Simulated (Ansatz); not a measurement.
YbBe₅: start and end of a relaxation

Recipe of this trial structure of YbBe₅: random cell by space group and Wyckoff sites (P4/mmm, No. 123). The dimensions are guesses.

start.cif

```cif
data_structure
_symmetry_space_group_name_H-M 'P4/mmm'
_symmetry_Int_Tables_number 123
_cell_length_a 3.9469
_cell_length_b 3.9469
_cell_length_c 3.9933
_cell_angle_alpha 90.000
_cell_angle_beta 90.000
_cell_angle_gamma 90.000
_cell_volume 62.21
loop_
_atom_site_label
_atom_site_type_symbol
_atom_site_symmetry_multiplicity
_atom_site_Wyckoff_symbol
_atom_site_fract_x
_atom_site_fract_y
_atom_site_fract_z
_atom_site_occupancy
Yb1 Yb 1 a 0.00000 0.00000 0.00000 1
Be1 Be 4 o 0.21169 0.50000 0.50000 1
Be2 Be 1 b 0.00000 0.00000 0.50000 1
```

These are results of DFT PBE, scalar-relativistic, plane waves, PAW in Ansatz, not measurements. Cutoff 420 eV, Gaussian smearing, Γ-centred meshes. Cell and atoms relax first on a coarse mesh and then on a finer one. In between, the cell is made exact in the group found at 0.06 Å. In metals the finer mesh still leaves noise of several meV/atom or more. The steps can't lower the symmetry of their start. No spin polarisation in the relaxation; trial moments died out in a coarse test.

end.cif

```cif
data_structure
_symmetry_space_group_name_H-M 'P4/mmm'
_symmetry_Int_Tables_number 123
_cell_length_a 4.4900
_cell_length_b 4.4900
_cell_length_c 5.1813
_cell_angle_alpha 90.000
_cell_angle_beta 90.000
_cell_angle_gamma 90.000
_cell_volume 104.46
loop_
_atom_site_label
_atom_site_type_symbol
_atom_site_symmetry_multiplicity
_atom_site_Wyckoff_symbol
_atom_site_fract_x
_atom_site_fract_y
_atom_site_fract_z
_atom_site_occupancy
Yb1 Yb 1 a 0.00000 0.00000 0.00000 1
Be1 Be 4 o 0.20144 0.50000 0.50000 1
Be2 Be 1 b 0.00000 0.00000 0.50000 1
```

The symmetry stays P4/mmm (No. 123). The volume per atom grows by 67.9 %, from 10.4 to 17.4 Å³. The shortest distance goes from 1.61 Å (Be–Be) to 1.81 Å (Be–Be). The ratio c/a of the conventional cell changes by a factor of 1.14. The energy falls by about 0.78 eV/atom (the start's value is from the coarse mesh).

```
Volume per atom                          : 17.41 Å³
Density                                  : 3.47 g/cm³
Energy over the elements                 : +0.83 eV/atom
Gap on the 8×8×8 mesh of the 6-atom cell : 0 eV (a metal)
```

Formation energies are uncorrected and refer to the elements' standard structures at the same level. A positive value: parting into the elements would lower its energy.

The last run used Gaussian smearing of 0.10 eV. The 4f shell of Yb is treated without a Hubbard U. Trial moments died out on the coarse mesh, so the last step has no spin; another magnetic start might hold. Symmetry constrained the relaxation, so the result can be a saddle point. In all, the 3 runs took 2.9 min on 1 thread of Arm Neoverse N1, on a shared host.
